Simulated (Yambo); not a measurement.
```xyz
2
Lattice="0.0000 2.3814 2.3814 2.3814 0.0000 2.3814 2.3814 2.3814 0.0000" Properties=species:S:1:pos:R:3 pbc="T T T"
O      2.3814     2.3814     2.3814
Ca     0.0000     0.0000     0.0000
```

CaO (rock salt, space group Fm-3m, No. 225): mean Im ε in 1 eV windows above the direct gap of 6.41 eV, for different electron-hole kernels (Yambo, broadening 0.15 eV, PBEsol (Quantum ESPRESSO, PseudoDojo norm-conserving, 84 Ry, scalar-relativistic) bands; 10×10×10 mesh, 3 valence and 4 conduction bands, static screening with 18 bands and a 4 Ry block, scissor 2.49 eV, Tamm-Dancoff; field along x).

```
window (eV)  independent quasiparticles  RPA (no attraction)  BSE
-----------  --------------------------  -------------------  ---
6.4 to 7.4                          1.4                  1.2  4.1
7.4 to 8.4                          2.4                  2.1  3.6
8.4 to 9.4                          3.2                  2.9  3.5
```

This run doesn't resolve bound excitons or single peaks, so only averages are given, and they too depend on the mesh; weight that the attraction moves below the gap isn't listed. All transitions below 10.34 eV are in the band window. The scissor comes from a G0W0 run whose convergence isn't established.

Geometry relaxed with PBEsol.
